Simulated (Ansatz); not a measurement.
Ge, DFT, LDA, all-electron LAPW, scalar-relativistic (Ansatz 0.2.0), run on 1 thread of Arm Neoverse V1 on a shared host.

The cell is a measured one (Crystallography Open Database entry 9011050); the temperature and pressure of the measurement aren't taken into account, and nothing was relaxed. The listed cell was then made from it by scaling, straining or moving an atom.

Command: `ansatz run input.yaml --threads 1 --pin off --max-ram 3072MiB --backend cpu --events-out ev --progress --plain --runs-dir out`

```yaml
crystal:
  lattice:
    - [-0.0565754, 2.8004823, 2.8004823]
    - [2.8004823, -0.0565754, 2.8004823]
    - [2.8004823, 2.8004823, -0.0565754]
  atoms:
    - { symbol: Ge, position: [0.5, 0.5, 0.5] }
    - { symbol: Ge, position: [0.75, 0.75, 0.75] }
kpoints:
  mp_grid: { grid: [10, 10, 10] }
  band_path:
    path:
      - [0.0, 0.0, 0.0]
      - [0.5, 0.5, 0.5]
      - [0.2551801333, 0.5, 0.7448198667]
      - [-0.2551801333, 0.2551801333, 0.5]
      - [0.0, 0.0, 0.5]
      - [0.0, 0.0, 0.0]
      - [-0.3775900666, 0.0, 0.3775900666]
      - [0.0, 0.3775900666, 0.6224099334]
      - [0.0, 0.5, 0.5]
    npoints: 5
scf:
  occupations: { method: fermi_dirac, width: 0.05 }
hamiltonian:
  xc: lda
  pseudopotentials: { kind: all_electron, lapw: { basis_error: 0.00025 } }
output:
  forces: true
  stress: true
  eigenvalues: true
```

How large is the problem that the program sets up?

116 irreducible k-points, 779 plane waves at Γ, 27 bands.

Estimate the wall time and the peak memory.

60 s of wall time for 9 SCF iterations, with a peak of 0.6 GiB. Times on shared machines scatter by tens of per cent.
